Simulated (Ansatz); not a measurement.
Relaxation of a relaxed Ru cell, doubled along one cell vector, shaken by Gaussian noise of σ = 0.08 Å a coordinate; 8 atoms in the cell, which starts as P1 (No. 1), aP8; a = b = 4.7255 Å, c = 5.3259 Å, α = β = γ = 90.00°. All values below come from PBE (plane waves to 420 eV, PAW, scalar-relativistic; Ansatz, a program for electronic structure). Γ-centred k-mesh 7×7×6 on the run's cell (coarser than for final values), Fermi–Dirac smearing 0.05 eV. This is the first round of the run. 

The optimiser's lines from the output (shortened; P is positive under compression):

```
relax step   1: F+E_penalty+E_count = -47023.99275416 eV  Δ(F+E_penalty+E_count) = +0.000e0 eV  max|allowed force component| = 3.515e0 eV/Å  Δτ_max = 0.0000 Å  P = +6.682 GPa  Ω = 118.927 Å³  (8 SCF iters, dr2 threshold 1.00e-7 eV, accepted)
relax step   2: F+E_penalty+E_count = -47024.92153805 eV  Δ(F+E_penalty+E_count) = -9.288e-1 eV  max|allowed force component| = 6.323e-1 eV/Å  Δτ_max = 0.1810 Å  P = +3.264 GPa  Ω = 117.780 Å³  (7 SCF iters, dr2 threshold 8.00e-7 eV, accepted)
relax step   3: F+E_penalty+E_count = -47025.64864037 eV  Δ(F+E_penalty+E_count) = -7.271e-1 eV  max|allowed force component| = 8.512e-1 eV/Å  Δτ_max = 0.2000 Å  P = -1.724 GPa  Ω = 118.740 Å³  (7 SCF iters, dr2 threshold 8.00e-7 eV, accepted)
relax step   4: F+E_penalty+E_count = -47026.12997768 eV  Δ(F+E_penalty+E_count) = -4.813e-1 eV  max|allowed force component| = 1.532e0 eV/Å  Δτ_max = 0.1898 Å  P = +1.809 GPa  Ω = 116.132 Å³  (6 SCF iters, dr2 threshold 8.00e-7 eV, accepted)
relax step   5: F+E_penalty+E_count = -47027.01918878 eV  Δ(F+E_penalty+E_count) = -8.892e-1 eV  max|allowed force component| = 1.740e0 eV/Å  Δτ_max = 0.1956 Å  P = -0.898 GPa  Ω = 115.324 Å³  (6 SCF iters, dr2 threshold 8.00e-7 eV, accepted)
relax step   6: F+E_penalty+E_count = -47028.25536910 eV  Δ(F+E_penalty+E_count) = -1.236e0 eV  max|allowed force component| = 1.634e0 eV/Å  Δτ_max = 0.1948 Å  P = +0.079 GPa  Ω = 112.716 Å³  (6 SCF iters, dr2 threshold 8.00e-7 eV, accepted)
relax step   7: F+E_penalty+E_count = -47029.42601172 eV  Δ(F+E_penalty+E_count) = -1.171e0 eV  max|allowed force component| = 1.104e0 eV/Å  Δτ_max = 0.1949 Å  P = +1.376 GPa  Ω = 110.365 Å³  (6 SCF iters, dr2 threshold 8.00e-7 eV, accepted)
relax step   8: F+E_penalty+E_count = -47029.90175067 eV  Δ(F+E_penalty+E_count) = -4.757e-1 eV  max|allowed force component| = 1.978e-1 eV/Å  Δτ_max = 0.1724 Å  P = +0.439 GPa  Ω = 110.005 Å³  (6 SCF iters, dr2 threshold 8.00e-7 eV, accepted)
relax step   9: F+E_penalty+E_count = -47029.90706901 eV  Δ(F+E_penalty+E_count) = -5.318e-3 eV  max|allowed force component| = 2.542e-2 eV/Å  Δτ_max = 0.0140 Å  P = -0.347 GPa  Ω = 110.250 Å³  (6 SCF iters, dr2 threshold 8.00e-7 eV, accepted)
relax step  10: F+E_penalty+E_count = -47029.90752671 eV  Δ(F+E_penalty+E_count) = -4.577e-4 eV  max|allowed force component| = 4.517e-3 eV/Å  Δτ_max = 0.0019 Å  P = -0.048 GPa  Ω = 110.147 Å³  (6 SCF iters, dr2 threshold 7.67e-7 eV, accepted)
relax step  11: F+E_penalty+E_count = -47029.90756078 eV  Δ(F+E_penalty+E_count) = -3.408e-5 eV  max|allowed force component| = 6.373e-4 eV/Å  Δτ_max = 0.0004 Å  P = -0.002 GPa  Ω = 110.130 Å³  (6 SCF iters, dr2 threshold 1.18e-8 eV, accepted)
relax step  12: F+E_penalty+E_count = -47029.90103387 eV  Δ(F+E_penalty+E_count) = +6.527e-3 eV  max|allowed force component| = 6.364e-4 eV/Å  Δτ_max = 0.0000 Å  P = -0.047 GPa  Ω = 110.130 Å³  stress off target by 1.42e-1 GPa  SCF on the basis re-selected at this cell (its energy is not comparable with the rows above)  (6 SCF iters)
relax step  13: F+E_penalty+E_count = -47029.90106774 eV  Δ(F+E_penalty+E_count) = -3.387e-5 eV  max|allowed force component| = 1.744e-4 eV/Å  Δτ_max = 0.0001 Å  P = -0.001 GPa  Ω = 110.116 Å³  (7 SCF iters, dr2 threshold 5.05e-8 eV, accepted)
relax step  14: F+E_penalty+E_count = -47029.90105568 eV  Δ(F+E_penalty+E_count) = +1.205e-5 eV  max|allowed force component| = 1.678e-4 eV/Å  Δτ_max = 0.0000 Å  P = -0.001 GPa  Ω = 110.116 Å³  stress off target by 2.77e-3 GPa  SCF on the basis re-selected at this cell (its energy is not comparable with the rows above)  (8 SCF iters)
```

From the first to the last row the energy changes by -0.74 eV/atom and the volume by -7.4 %. The last row is marked as not comparable with the walk above it, whose basis was carried along; it does compare with step 1, since both stand on a basis selected at the nominal cutoff for their own cell.

Later rounds, restarted from the end of this one on a renewed k-mesh, logged 8 more steps and released under 0.01 eV/atom more. The final structure after all rounds: P6₃/mmc (No. 194), hP2, hcp (Mg type); a = b = 2.722 Å, c = 4.291 Å, α = β = 90.00°, γ = 120.00°. Between re-selections the logged energies stand on a plane-wave basis carried along with the cell. No spin polarisation in the result.

Of the parent cell (P4₁2₁2 (No. 92)): it is a generated cell of Ru: the first start was made by a random draw of sites in a space group, and the end was not matched to a known phase here, so it may be hypothetical. Known forms of Ru include space group No. 194.
